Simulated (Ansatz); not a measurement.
## AlN, first-principles data

AlN (rock salt, Fm-3m), a = b = c = 4.0366 Å, α = β = γ = 90.00°; the cell used has 2 atoms.

Space group Fm-3m (No. 225), rock salt; conventional cell a = b = c = 4.037 Å, α = β = γ = 90.00°.

Method: r²SCAN in the plane-wave PAW code Ansatz. Structure relaxed to zero pressure with the same functional. Other levels are named where they apply.

### Cell and energy

```json
{
  "volume_per_atom": "8.22 Å³",
  "density": "4.14 g/cm³",
  "Formation energy from the elements (no fitted shifts)": "-1.46 eV/atom"
}
```

### Electronic structure

```json
{
  "band_gap": "5.52 eV (indirect)",
  "valence_band_maximum": "at Γ",
  "conduction_band_minimum": "at X (3 equivalent valleys)",
  "smallest_direct_gap_on_the_standard_path": "6.54 eV",
  "electron_effective_mass": "0.34, 0.34, 0.57 mₑ (principal values)",
  "Hole effective mass, band 1 of 3 at the edge": "0.89 along [100], 5.3 along [110], 2.0 along [111] (mₑ)",
  "Hole effective mass, band 2 of 3 at the edge": "0.89 along [100], 0.89 along [110], 2.0 along [111] (mₑ)",
  "Hole effective mass, band 3 of 3 at the edge": "0.33 along [100], 0.25 along [110], 0.24 along [111] (mₑ)",
  "HSE06 gap on the r²SCAN cell": "6.09 eV"
}
```

### Mechanics

```json
{
  "Bulk modulus (Birch–Murnaghan fit)": "2760 kbar",
  "Pressure derivative B′": "3.9",
  "Elastic constants (relaxed ions, GPa)": "C11 = 469, C12 = 180, C44 = 339",
  "mechanical_stability": "stable (all eigenvalues of C positive)",
  "hill_bulk_and_shear_moduli": "276 and 241 GPa",
  "Young's modulus": "559 GPa",
  "Poisson's ratio": "0.16",
  "debye_temperature_from_the_elastic_constants": "1240 K"
}
```

### Charges

```json
{
 "bader_charges": "Al +2.54, N -2.54 e"
}
```

This is a known high-pressure phase of the composition, computed here at zero pressure and temperature. The cell was relaxed with r²SCAN under the symmetry of its start; whether a distortion lowers the energy is not shown. The volume moved by -17 % from the start of the relaxation. The references are the lowest solids computed at this level, not always the standard phases (solids in place of the gases).

Potentials: the earlier of the program's two PAW sets.
